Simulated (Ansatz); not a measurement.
LiCl (rock salt), relaxed with LDA (Ansatz, a program for electronic structure, plane waves, PAW): a = b = c = 4.965 Å, α = β = γ = 90.00°.

```
Property                              Value
------------------------------------  -----
gap (eV)                               6.48
ΔH_f (eV/atom)                        -1.89
B₀ by P(V) fit (GPa)                   40.8
K_Hill (GPa)                           40.9
G_Hill (GPa)                           27.5
ε∞                                     3.18
ε0                                     10.4
highest Γ mode, no LO–TO term (cm⁻¹)    228
electron conductivity mass (mₑ)        0.42
Θ_D (K)                                 459
```

**Question.** The same phase is relaxed and computed with r²SCAN in the same code. What are the cell and these values now?

**Answer.** a = b = c = 5.1123 Å, α = β = γ = 90.00°.

- gap (eV) = 7.29
- ΔH_f (eV/atom) = -2.02
- B₀ by P(V) fit (GPa) = 34.8
- K_Hill (GPa) = 34.8
- G_Hill (GPa) = 23.9
- ε∞ = 2.83
- ε0 = 12.2
- highest Γ mode, no LO–TO term (cm⁻¹) = 193
- electron conductivity mass (mₑ) = 0.47
- Θ_D (K) = 434

All cells were relaxed under the symmetry of their starts (and spin orders); stability against distortions was not tested throughout.

Potentials: the later of the program's two PAW sets.

Ansatz is a plane-wave DFT program.

Formation energies count from the lowest solids of the elements computed at the same level, not from gases.
